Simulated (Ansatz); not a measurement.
TiRe (Pm-3m); total moment held at 1 μB.

```yaml
crystal:
  lattice:
    - [3.11800, 0.00000, 0.00000]
    - [0.00000, 3.11800, 0.00000]
    - [0.00000, 0.00000, 3.11800]
  atoms:
    - { symbol: Ti, position: [0.50000, 0.50000, 0.50000] }
    - { symbol: Re, position: [0.00000, 0.00000, 0.00000] }
```

The source of the geometry is a structure as deposited in COD; atoms and cell stay fixed.

Functional, mesh and filling: PBEsol, 11×11×11 k mesh, Fermi–Dirac smearing of 0.1 eV. PAW means Ansatz 0.2.0 on its default frozen-core files. Site moments are integrated in spheres about the atoms. Start moments (μB): Ti1 0.5, Re2 0.5.

The self-consistent cycle went as follows.

| iteration | Harris–Foulkes energy less the last (meV) | density residual (eV) | M (μB) | ∫|m| (μB) |
| --- | --- | --- | --- | --- |
| 1 | -422.005 | 1.3e+00 | 1.0000 | 1.0000 |
| 2 | -179.846 | 5.6e-01 | 1.0000 | 1.0000 |
| 3 | -251.998 | 2.0e+00 | 1.0000 | 1.0000 |
| 4 | -0.051 | 2.1e-02 | 1.0000 | 1.0000 |
| 5 | -0.728 | 5.7e-03 | 1.0000 | 1.0000 |
| 6 | 0.039 | 5.2e-06 | 1.0000 | 1.0000 |
| 7 | -0.001 | 3.5e-05 | 1.0000 | 1.0000 |
| 8 | 0.000 | 9.5e-08 | 1.0000 | 1.0000 |
| 9 | 0.000 | 9.7e-10 | 1.0000 | 1.0000 |
| 10 | 0.000 | 7.3e-10 | 1.0000 | 1.0000 |

Site moments (μB): Ti1 0.25, Re2 0.44. Cell moment 1.00 μB.

The PAW files were made with PBE; the program remakes their cores once for the run's functional and then keeps them frozen. The Ansatz runs typed with the search for lower states off end where their start leads. Spin–orbit coupling is left out although heavy atoms are present. None of this fixes the real material's magnetic order: only patterns that fit the cell were computed, at zero temperature, with a functional that can overstate moments.
